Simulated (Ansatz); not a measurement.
# Ansatz 0.2.0, relaxation: Cs2As3

Run with:

```bash
ansatz run input.yaml --threads 2 --pin off --max-ram 3584MiB --backend cpu --events-out ev --progress --plain --runs-dir out
```

The input file (Ansatz 0.2.0, plane waves):

```yaml
crystal:
  lattice:
    - [-5.091525, 0.0, 4.758287]
    - [5.091525, 0.0, 4.758287]
    - [0.0, 7.725746, 4.758287]
  atoms:
    - { symbol: Cs, position: [0.718, 0.282, 0.0] }
    - { symbol: Cs, position: [0.282, 0.718, 0.0] }
    - { symbol: Cs, position: [0.75, 0.25, 0.5] }
    - { symbol: Cs, position: [0.25, 0.75, 0.5] }
    - { symbol: As, position: [0.1333, 0.1333, 0.147] }
    - { symbol: As, position: [0.2803, 0.2803, 0.853] }
    - { symbol: As, position: [0.8667, 0.8667, 0.853] }
    - { symbol: As, position: [0.7197, 0.7197, 0.147] }
    - { symbol: As, position: [0.8519, 0.8519, 0.2962] }
    - { symbol: As, position: [0.1481, 0.1481, 0.7038] }
  symmetry: { tolerance: 0.0003 }
kpoints:
  mp_grid: { grid: [4, 4, 4], shift: [0, 0, 0] }
magnetization:
  spin_polarized: false
scf:
  occupations: { method: fermi_dirac }
  lower_state_search: "off"
hamiltonian:
  pseudopotentials: { kind: paw }
  xc: r2scan
basis:
  ecutwfc: 500
  fft_grid_basis: typed
relax:
  max_steps: 60
  cell: { p_target: 20.0 }
  f_tol: 0.03
output:
  forces: true
  stress: true
  eigenvalues: true
  bader: true
  populations: true
  elf: true
  write_potential: true
  volumetric_format: npy
  dos:
    e_range: [-12, 8]
    de: 0.05
    projected: { site_lists: { As: [As], Cs: [Cs] } }
  write_density: true
checkpoint:
  read: saved_state
```

Origin of the cell: a known structure type with other elements, at an estimated volume, so it need not be a known compound.

The smearing width isn't typed, so it takes its default of 0.1 eV.

The saved state is a converged single point of the same cell.

Steps («new basis» is an SCF on plane waves selected anew at the same cell):

```csv
step,ΔH (meV/atom),max force component (eV/Å),P (GPa),volume (Å³),SCF iterations,step was
1,0.0,1.305,3.42,374.34,6,accepted
2,-502.7,1.205,7.08,327.73,7,accepted
3,-831.6,0.929,13.75,284.19,9,accepted
4,-928.8,0.383,20.94,254.70,7,accepted
5,-988.5,0.165,20.49,250.73,9,accepted
6,-1056.8,0.406,21.07,244.36,8,accepted
7,-1117.6,0.413,18.05,243.95,9,accepted
8,-1150.2,0.585,21.85,231.80,8,accepted
9,-1168.3,0.299,19.77,232.77,9,accepted
10,-1156.6,0.487,23.38,227.85,8,rejected
11,-1171.7,0.073,20.02,232.27,12,accepted
12,-1171.8,0.025,20.05,232.16,6,accepted
13,-1171.8,0.002,20.00,232.32,7,accepted
14,-1171.4,0.003,20.00,232.32,6,new basis
```

Before:

Space group Fmmm (No. 69); the run's cell has a = 6.969 Å, b = 6.969 Å, c = 9.074 Å, α = 69.02°, β = 69.02°, γ = 93.88°. Shortest distances: As–As 2.27 Å.

After:

Space group Fmmm (No. 69); the run's cell has a = 6.439 Å, b = 6.439 Å, c = 7.085 Å, α = 74.79°, β = 74.79°, γ = 115.00°. Shortest distances: As–As 2.34 Å, As–Cs 3.32 Å, Cs–Cs 3.46 Å.

```xyz
10
Lattice="-5.4307 0.0000 3.4595 5.4307 0.0000 3.4595 0.0000 6.1829 3.4595" Properties=species:S:1:pos:R:3 pbc="T T T"
Cs   -2.9712    0.0000    3.4595
Cs    2.9712    0.0000    3.4595
Cs   -2.7154    3.0914    5.1893
Cs    2.7154    3.0914    5.1893
As    0.0000    1.1716    2.0776
As    0.0000    5.0113    5.5371
As    0.0000    5.0113    8.3010
As    0.0000    1.1716    4.8415
As    0.0000    2.2881    6.9191
As    0.0000    3.8947    3.4595
```

| Quantity | Value |
| --- | --- |
| Enthalpy lowered by | 1171.4 meV/atom |
| Volume change | -37.94 % |
| Final pressure | 20.00 GPa |
| Relaxation steps listed | 14 |

Caveats: the relaxation held the start's symmetry, so the end may be a saddle point.

Time: 440 s of wall time on 2 CPU thread(s) of a shared host, from a saved density.
